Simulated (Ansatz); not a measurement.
Space group P6_3/mmc (No. 194). a = 3.154 Å, b = 3.154 Å, c = 12.143 Å, α = 90.00°, β = 90.00°, γ = 120.00°
```
atom site symmetry x y z
   W    2c      -6m2  0.3333  0.6667  0.2500
   S    4f       3m.  0.3333  0.6667  0.6203
```

Equation of state of this WS2 structure (not necessarily the ground state), with shape and atoms relaxed at each volume where symmetry leaves them free. Computed with Ansatz, DFT PBE+D3(BJ), scalar-relativistic, plane waves, PAW.

Plane waves to 420 eV, a k mesh through Γ of 12×12×4 on the computed 6-atom cell and Gaussian smearing (0.02 eV); no spin polarisation.

| V (Å³/atom) | E − E(largest V) (meV/atom) | P (GPa) | gap on mesh (eV) |
| --- | --- | --- | --- |
| 15.341 | 45.38 | 11.74 | 0.36 |
| 15.864 | 14.24 | 7.56 | 0.51 |
| 16.387 | -4.84 | 4.28 | 0.64 |
| 16.910 | -14.57 | 1.79 | 0.77 |
| 17.433 | -17.33 | 0.00 | 0.89 |
| 17.956 | -15.16 | -1.24 | 1.01 |
| 18.479 | -9.80 | -1.99 | 1.13 |
| 19.177 | 0.00 | -2.44 | 1.28 |

Problem. Fit a third-order Birch–Murnaghan equation to E(V).

Solution. V0 = 17.44 Å³/atom, B0 = 48 GPa, B0' = 11.2. B0' is unusual or poorly fixed by this range.

Spin-orbit coupling is left out, which matters for the bands of heavy elements.